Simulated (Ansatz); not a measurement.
CaZn (Pm-3m), stationary points along a deformation path

Method: DFT LDA, scalar-relativistic, plane waves, PAW (Ansatz). Settings: plane waves to 420 eV, k-mesh 14×14×14 (Γ-centred), Gaussian smearing 0.15 eV. No spin polarisation. Energies are free energies at this smearing, counted from the undisturbed cell; pressure is positive in compression.

Reference structure (as given, not relaxed at this level; it stands at -3.1 GPa, and it needn't be the usual structure):

```yaml
crystal:
  lattice:
    - [3.64868, 0.00000, 0.00000]
    - [0.00000, 3.64868, 0.00000]
    - [0.00000, 0.00000, 3.64868]
  atoms:
    - { symbol: Ca, position: [0.00000, 0.00000, 0.00000] }
    - { symbol: Zn, position: [0.50000, 0.50000, 0.50000] }
```

At fixed volume and fractional coordinates, lengths along (0.000, 0.000, 1.000) are scaled against those across it; ρ is that ratio over its starting value. V = 24.287 Å³/atom. Δσ is the stress along the axis less the mean stress across it (compression positive).

| ρ | ΔE (meV/atom) | Δσ (GPa) | space group |
| --- | --- | --- | --- |
| 0.650 | 381.7 | 19.48 | P4/mmm |
| 0.707 | 232.3 | 15.26 | P4/mmm |
| 0.780 | 111.6 | 9.32 | P4/mmm |
| 0.850 | 44.6 | 5.96 | P4/mmm |
| 0.920 | 11.1 | 2.60 | P4/mmm |
| 0.960 | 2.7 | 1.30 | P4/mmm |
| 1.000 | 0.0 | 0.00 | Pm-3m |
| 1.050 | 4.0 | -1.60 | P4/mmm |
| 1.100 | 14.3 | -2.69 | P4/mmm |
| 1.200 | 45.7 | -4.49 | P4/mmm |
| 1.300 | 88.0 | -6.01 | P4/mmm |
| 1.414 | 147.3 | -7.86 | P4/mmm |
| 1.500 | 197.1 | -8.78 | P4/mmm |

How does the stress give the slope of the energy, and where is the energy stationary?

Along the path d ln(length) is 2/3 d ln ρ on the axis and −1/3 d ln ρ across it, so dE/d ln ρ = −(2/3) V Δσ: the energy falls with ρ where Δσ is positive. Δσ vanishes or changes sign at ρ = 1.000 (Pm-3m), a minimum at 0.0 meV/atom. Pairs of stationary points between two samples would go unseen, and could change a minimum read from distant neighbours into a maximum. At ρ = 1.000 the cell is cubic, where symmetry alone makes the stress isotropic and the slope zero.

Which shear constant sets the curvature at ρ = 1?

For a cubic crystal E/V = (2/3) C (ln ρ)² with C = C′ = (C11 − C12)/2, so Δσ = −2C ln ρ. The parabola of Δσ against ln ρ through ρ = 0.960, 1 and 1.050 gives C ≈ 16.2 GPa with the ions clamped, rough because the steps are large. It is the stress–strain coefficient at this cell's pressure of -3.1 GPa, not the zero-pressure constant.

Integrate that slope from ρ = 1 to 0.850 by the trapezoid rule.

With V/N in Å³ and 1 eV/Å³ = 160.2 GPa the slopes at ρ = 1.000, 0.960, 0.920, 0.850 are 0, -132, -263, -602 meV/atom per unit of ln ρ. The steps add 2.7 + 8.4 + 34.2 = 45.3 meV/atom, against 44.6 from the energies; the trapezoid rule misses the curvature of the slope within each step.

In a metal these slopes depend on the k mesh and the smearing.